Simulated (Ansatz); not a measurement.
CdSiN2 as one 4-atom ordering (P-4m2) on the zincblende lattice, relaxed with r2SCAN in the plane-wave code Ansatz: space group P-4m2 (No. 115), tetragonal; conventional cell a = 3.034 Å, c = 5.110 Å, 11.76 Å³ an atom. Cd is surrounded by 4 N at 2.23 Å; N is surrounded by 2 Si at 1.77 Å and 2 Cd at 2.23 Å; Si is surrounded by 4 N at 1.77 Å. The primitive cell holds 4 atoms in 47.04 Å³. Simulation only: spin-unpolarised, and no claim that this is the phase found in nature.

Computed values: PBE gives a gap of 1.16 eV and PBE0 (25 % exact exchange) 3.11 eV; one over PBE's mean ε∞ is 0.159. HSE06 (6×6×4) gives a least gap of 2.39 eV, with the direct gap within 0.05 eV of it.

**What is the density?** The cell holds 1 Cd, 2 N, 1 Si: M = 1×112.414 + 2×14.007 + 1×28.085 = 168.51 u in V = 47.04 Å³. ρ = 1.66054 × M/V = 1.66054 × 168.51/47.04 = 5.949 g/cm³, for the static r2SCAN lattice.

**Taking the gap as linear in the share of unscreened exchange, estimate the gap of the hybrid whose share is 1/ε∞.** The slope is (3.11 − 1.16)/0.25 = 7.80 eV per unit share, so E_g ≈ 1.16 + 7.80 × 0.159 = 2.40 eV. The run with that share gives 2.38 eV (6×6×4 mesh), -0.02 eV from the straight line.

**At what wavelength does absorption set in by HSE06, excitons left aside?** λ = 1239.84 eV nm/E: 519 nm for the least gap. The direct edge lies in the visible range.

Spin-orbit coupling is left out.

The meshes of the hybrids are coarse, so their gaps aren't converged to the digits shown.
